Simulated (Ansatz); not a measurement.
Space group P6_3/mmc (No. 194). a = 4.268 Å, b = 4.268 Å, c = 4.217 Å, α = 90.00°, β = 90.00°, γ = 120.00°
```tsv
atom	site	symmetry	x	y	z
Bi	2c	-6m2	0.3333	0.6667	0.2500
```

Equation of state of this Bi structure (not necessarily the ground state), with shape and atoms relaxed at each volume where symmetry leaves them free. It has no gap at any of these volumes. Theory: Ansatz 0.2.0, DFT PBEsol, scalar-relativistic, plane waves, PAW.

Plane waves to 420 eV, a k mesh through Γ of 12×12×10 on the computed 2-atom cell and Gaussian smearing (0.10 eV); no spin polarisation.

```csv
V (Å³/atom),E − E(largest V) (meV/atom),P (GPa)
31.261,3.65,3.26
32.259,-11.16,1.56
33.257,-15.92,0.00
34.254,-11.66,-1.34
35.252,0.00,-2.37
```

Question: Fit a third-order Birch–Murnaghan equation to E(V).

Answer: V0 = 33.26 Å³/atom, B0 = 47 GPa, B0' = 4.0.

Spin-orbit coupling is left out, which matters for the bands of heavy elements.

This form isn't the element's structure at ambient conditions.

Cost: 5 runs of about 2.7 core-minutes in all, on Arm Neoverse V1 (shared hosts).